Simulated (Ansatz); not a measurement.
Ca2CuO3:
Space group Immm (No. 71); a = 3.2324 Å, b = 3.7769 Å, c = 12.0012 Å, α = β = γ = 90.00°

```json
[
 {"atom": "Ca", "site": "4j", "symmetry": "mm2", "x": "0.5000", "y": "0.0000", "z": "0.1490"},
 {"atom": "Cu", "site": "2d", "symmetry": "mmm", "x": "0.0000", "y": "0.5000", "z": "0.0000"},
 {"atom": "O", "site": "4j", "symmetry": "mm2", "x": "0.0000", "y": "0.5000", "z": "0.1604"},
 {"atom": "O", "site": "2a", "symmetry": "mmm", "x": "0.0000", "y": "0.0000", "z": "0.0000"}
]
```
(The calculation used a cell of 6 atoms; values per cell refer to that cell.)

This is the PBEsol-relaxed structure.

All from plane-wave PAW PBEsol (Ansatz code), unless another level is named. Give the electronic character.

metallic (no gap).

And the formation energy from the elements (no fitted shifts)?

-2.22 eV/atom.

And the density of states at the Fermi level?

0.11 states/eV per atom (mean over ±0.08 eV).

The workflow started from an entry of the Crystallography Open Database (COD). Its standing as an ambient phase is unchecked. The PBEsol relaxation kept the symmetry of its start; its stability against distortions is not shown here. The run is not spin-polarised. No Hubbard U is applied. Without spin polarisation and U, an open-shell compound can come out a false metal. The references are the lowest solids computed at this level, not always the standard phases (solids in place of the gases).

Potentials: the later of the program's two PAW sets.
